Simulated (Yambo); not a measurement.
BeSe (zinc blende, space group F-43m, No. 216), G0W0@LDA in Yambo; all else as in the reference (6×6×6 Γ-centred k mesh, bands 7 to 79 and a 10 Ry block in the screening, 79 bands in G with the Bruneval-Gonze terminator, plasmon pole fitted at 27.2 eV). One parameter is varied: the cutoff of the exchange sum, over 5, 10, 20, 40, 88 Ry.

Q: From which value on does the gap Γ → X stay within 0.05 eV of the largest setting?

A: From 40 Ry on.
```json
[
 {"cutoff of the exchange sum (Ry)": "5", "G0W0 gap (eV)": "3.67", "valence shift (eV)": "-0.28"},
 {"cutoff of the exchange sum (Ry)": "10", "G0W0 gap (eV)": "4.01", "valence shift (eV)": "-0.82"},
 {"cutoff of the exchange sum (Ry)": "20", "G0W0 gap (eV)": "4.19", "valence shift (eV)": "-1.15"},
 {"cutoff of the exchange sum (Ry)": "40", "G0W0 gap (eV)": "4.29", "valence shift (eV)": "-1.32"},
 {"cutoff of the exchange sum (Ry)": "88", "G0W0 gap (eV)": "4.29", "valence shift (eV)": "-1.33"}
]
```
The last step of the sweep still moves the gap by 4 meV; the other settings are held fixed.

The standard potential for Se keeps a d shell in the valence without the s and p states of that shell. In tests on such compounds this moved G0W0 gaps by up to about 0.9 eV, so absolute quasiparticle energies here are unreliable; differences between settings are what counts.

Spin-orbit coupling is not included.

Geometry relaxed with LDA; primitive cell a = b = c = 3.593 Å, α = β = γ = 60.00°.

A shift is the quasiparticle energy of the state minus its LDA energy.
